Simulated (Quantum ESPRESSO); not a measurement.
## SiAl2ZnN4 (a curve over strain)

A calculation, not a measurement. The program is pw.x of Quantum ESPRESSO 7.5 (plane-wave density functional theory). The cell is made up: 8 atoms on a wurtzite lattice, with randomly drawn elements, strain and displacements, not relaxed. PseudoDojo standard norm-conserving files (v0.5 for PBE, v0.4.1 for LDA and PBEsol) set the functional; there is no spin polarisation, spin-orbit coupling or dispersion term, and the masses in the input are unused placeholders.

Seven runs add a strain to one cell (shear xy, as the tensor component); the atoms follow the cell and are not relaxed. Stress in the table is positive in tension.

Input of the run at -0.0048:

```
&control calculation='scf', pseudo_dir='./dojo.nc.sr.pbe.v0_5.standard.upf', outdir='./o', disk_io='medium', tprnfor=.true., tstress=.true. /
&system ibrav=0, nat=8, ntyp=4, nbnd=31, ecutwfc=84.00895049, nosym=.true., tot_charge=0,
 occupations='smearing', smearing='fd', degauss=0.0018374661
/
&electrons conv_thr=7.350e-09, electron_maxstep=60, /
ATOMIC_SPECIES
Al 1.0 Al.upf
N 1.0 N.upf
Si 1.0 Si.upf
Zn 1.0 Zn.upf
CELL_PARAMETERS angstrom
3.1825 -0.0153 0.0
-0.0265 5.5123 0.0
0.0 0.0 5.1971
ATOMIC_POSITIONS angstrom
Si -0.0862 0.0821 0.1341
Al 1.5744 2.8054 -0.0789
Zn 1.4709 0.7923 2.5326
Al -0.0172 3.6493 2.595
N -0.0578 -0.0702 2.0276
N 1.6488 2.6774 1.8738
N 1.5544 0.9302 4.6044
N -0.0987 3.5658 4.532
K_POINTS automatic
6 4 4 1 1 1
```

| added strain | free energy less that of the input shown (eV) | stress xx (GPa) | stress yy (GPa) | stress zz (GPa) | stress xy (GPa) | pressure (GPa) | iterations |
| --- | --- | --- | --- | --- | --- | --- | --- |
| -0.0236 | 0.1802 | 2.71 | 5.68 | 14.07 | -11.24 | -7.49 | 13 |
| -0.0133 | 0.0670 | 3.49 | 6.18 | 14.24 | -8.22 | -7.97 | 13 |
| -0.0110 | 0.0467 | 3.64 | 6.26 | 14.28 | -7.55 | -8.06 | 13 |
| -0.0048 | 0.0000 | 4.00 | 6.46 | 14.37 | -5.74 | -8.28 | 13 |
| +0.0090 | -0.0591 | 4.59 | 6.67 | 14.54 | -1.73 | -8.60 | 13 |
| +0.0152 | -0.0654 | 4.76 | 6.66 | 14.61 | 0.08 | -8.68 | 13 |
| +0.0186 | -0.0635 | 4.82 | 6.63 | 14.64 | 1.06 | -8.70 | 13 |

A cubic fit gives a slope of stress xy against the added strain of 291 GPa at zero added strain, with the atoms clamped. Across the table the free energy follows the integral of the stress to within 0.4 meV. A rerun of one of the cells at 1437 eV and a 8 x 6 x 6 mesh moved values by no more than 0.002 eV in energy, 0.03 GPa in stress and 0.002 eV/Å in force.